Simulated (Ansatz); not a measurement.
Several occupations of a hcp lattice at one composition, 11 Au, 1 Os, 8 Ru. Sites, in fractions of the cell 4.284 -2.473 -4.569; 4.284 -2.473 4.569; -1.428 -7.419 0.000 Å:

| cell | sites |
| --- | --- |
| all | Au (0.04 0.29 0.00), Au (0.24 0.49 0.20), Au (0.44 0.69 0.40), Au (0.66 0.41 0.20), Au (0.86 0.61 0.40), Ru (0.84 0.09 0.80), Ru (0.94 0.19 0.40) |
| 1 | Au (0.06 0.81 0.60), Au (0.14 0.39 0.60), Au (0.16 0.91 0.20), Au (0.64 0.89 0.60), Au (0.76 0.51 0.80), Au (0.96 0.71 0.00), Os (0.36 0.11 0.40), Ru (0.26 0.01 0.80), Ru (0.34 0.59 0.80), Ru (0.46 0.21 0.00), Ru (0.54 0.79 0.00), Ru (0.56 0.31 0.60), Ru (0.74 0.99 0.20) |
| 2 | Au (0.14 0.39 0.60), Au (0.36 0.11 0.40), Au (0.46 0.21 0.00), Au (0.54 0.79 0.00), Au (0.56 0.31 0.60), Au (0.74 0.99 0.20), Os (0.06 0.81 0.60), Ru (0.16 0.91 0.20), Ru (0.26 0.01 0.80), Ru (0.34 0.59 0.80), Ru (0.64 0.89 0.60), Ru (0.76 0.51 0.80), Ru (0.96 0.71 0.00) |
| 3 | Au (0.26 0.01 0.80), Au (0.54 0.79 0.00), Au (0.64 0.89 0.60), Au (0.74 0.99 0.20), Au (0.76 0.51 0.80), Au (0.96 0.71 0.00), Os (0.34 0.59 0.80), Ru (0.06 0.81 0.60), Ru (0.14 0.39 0.60), Ru (0.16 0.91 0.20), Ru (0.36 0.11 0.40), Ru (0.46 0.21 0.00), Ru (0.56 0.31 0.60) |

Each was relaxed without symmetry on coarser meshes and computed once more. Computed with DFT r2SCAN, scalar-relativistic, plane waves, PAW (Ansatz).

Plane waves to 500 eV, a k mesh through Γ of 5×5×5 on the computed 20-atom cell and Gaussian smearing (0.10 eV); no spin polarisation.

Warren–Cowley parameters of the first shell of the sublattice with most elements (negative: unlike neighbours preferred):
```json
{"cell": "1", "Au-Ru": "0.00", "Au-Os": "-0.06", "Os-Ru": "-0.04"}
{"cell": "2", "Au-Ru": "-0.02", "Au-Os": "0.39", "Os-Ru": "-0.67"}
{"cell": "3", "Au-Ru": "0.01", "Au-Os": "-0.21", "Os-Ru": "0.17"}
```

Q: Which occupation is lowest in energy, and by how much?

A: Cell 2.
```csv
cell,E − E(lowest) (meV/atom),V (Å³/atom)
2,0.0,15.84
3,44.3,15.79
1,47.9,15.77
```

The final mesh leaves forces up to 0.21 eV/Å and stresses up to 0.3 GPa: the relaxation ran on a coarser mesh, so the cell's shape, its bonds and its energy belong partly to that mesh.

Spin–orbit coupling is left out, which can shift energies with elements as heavy as these.

Cost: 6 runs of about 47 core-minutes in all (earlier runs that led there not counted), on AMD EPYC 9R45 (Zen 5) (shared hosts).